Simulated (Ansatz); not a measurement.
Rb₂Te₂Pt:
```cif
data_Pt2Rb4Te4
_chemical_formula_sum 'Rb4 Te4 Pt2'
_space_group_name_H-M_alt 'Immm'
_space_group_IT_number 71
_space_group_name_Hall '-I 2 2'
_cell_length_a 4.01913
_cell_length_b 8.17648
_cell_length_c 10.76711
_cell_angle_alpha 90.000
_cell_angle_beta 90.000
_cell_angle_gamma 90.000
loop_
_atom_site_label
_atom_site_type_symbol
_atom_site_symmetry_multiplicity
_atom_site_Wyckoff_symbol
_atom_site_fract_x
_atom_site_fract_y
_atom_site_fract_z
_atom_site_occupancy
Rb1 Rb 4 j 0.00000 0.50000 0.20247 1
Te1 Te 4 h 0.50000 0.21332 0.00000 1
Pt1 Pt 2 a 0.00000 0.00000 0.00000 1
```
(The calculation used a cell of 5 atoms; values per cell refer to that cell.)

Relaxed with r²SCAN.

Task: Tabulate the valence density and the electron localisation function along the shortest Te–Pt contact (2.66 Å), r²SCAN (plane waves, PAW; program Ansatz).

Result: 

```csv
distance from Te (Å),density (e/Å³),ELF
0.27,13.45,0.01
0.40,9.44,0.03
0.53,5.54,0.12
0.67,2.68,0.28
0.80,1.22,0.41
0.93,0.77,0.49
1.06,0.63,0.57
1.20,0.54,0.62
1.33,0.50,0.53
1.46,0.53,0.35
1.60,0.66,0.24
1.73,1.03,0.24
1.86,1.97,0.34
2.00,3.65,0.48
2.13,5.90,0.60
2.26,8.31,0.66
2.39,10.33,0.68
```

The density is the valence pseudo-density with augmentation charge, so density and ELF within about 1 Å of a nucleus are not all-electron values.

The workflow started from a Materials Project entry (that database holds measured and hypothetical structures alike); the Crystallography Open Database copy checked does not list it. Whether it is the stable phase at ambient conditions was not checked. Symmetry was held in the r²SCAN relaxation; its stability against distortions is not shown here. The run is not spin-polarised. Spin–orbit coupling is left out wherever it is not named.

Potentials: the later of the program's two PAW sets.
